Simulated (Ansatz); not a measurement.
A generator proposed this cell of Ho₃O.

Space group Fm-3m (No. 225). a = 6.784 Å, b = 6.784 Å, c = 6.784 Å, α = 90.00°, β = 90.00°, γ = 90.00°
| atom | site | symmetry | x | y | z |
| --- | --- | --- | --- | --- | --- |
| Ho | 8c | -43m | 0.2500 | 0.7500 | 0.7500 |
| Ho | 4b | m-3m | 0.5000 | 0.0000 | 0.0000 |
| O | 4a | m-3m | 0.0000 | 0.0000 | 0.0000 |

Theory: DFT PBE, scalar-relativistic, plane waves, PAW, and for the lanthanide a 4f-in-core norm-conserving potential (Ansatz). Settings: cutoff 690 eV, Γ-centred mesh 4×4×4 on the computed 4-atom cell, Gaussian smearing of 0.10 eV; no spin polarisation.

Energies over the elements count from the elements' standard structures at the same level (O₂ as a molecule), with no fitted energy shifts.

Question: What does a single point on this coarse mesh give?

Answer: The pressure is 11.9 GPa (it wants to expand), the largest force is 0.00 eV/Å (symmetry fixes the atoms), and the energy is +0.45 eV/atom against the elements. The shortest distance is 2.94 Å.

Question: Is it a good guess?

Answer: A fair one: relaxing gains about 0.14 eV/atom (the start's value is from the coarse mesh, so the gain is rough) in 9 ionic steps and ends at +0.31 eV/atom on the finer mesh. The symmetry stays Fm-3m (No. 225). The end has the BiF3 (D0_3) type. The volume per atom grows by 23.2 %, from 19.5 to 24.0 Å³. The shortest distance goes from 2.94 Å (Ho–O and Ho–Ho) to 3.15 Å (Ho–O and Ho–Ho). Conventional cell: a = 7.273 Å. Ho on a site of symmetry -43m has 4 Ho at 3.15 Å, 4 O at 3.15 Å and 6 Ho at 3.64 Å; Ho on a site of symmetry m-3m is surrounded by 8 Ho at 3.15 Å and 6 O at 3.64 Å; O is surrounded by 8 Ho at 3.15 Å and 6 Ho at 3.64 Å.

The last run used a 12×12×12 mesh for its 4-atom cell and Gaussian smearing of 0.10 eV. An odd number of valence electrons (the lanthanide is held trivalent, its 4f shell in the core) allows no gap without spin; another valence of the lanthanide, a larger cell or a magnetic state could open one. The cell is a metal run without spin; a magnetic state may lie lower. The relaxation can't lower the symmetry of the start, and the grade says only how near the guess is to its own end. A structure relaxed within its symmetry needn't be a true minimum. Another cell of Ho3O relaxed alike, in P6/mmm, lies 0.60 eV/atom lower, so this cell isn't the stable form at this level.

The lanthanide is trivalent by construction, without f bands, f moments or other valences. The reference runs of the other elements, and any phases without the lanthanide, used 420 eV, which shifts energies against them by under 10 meV/atom. The lanthanide's reference is the lowest of its hcp, dhcp and fcc cells.
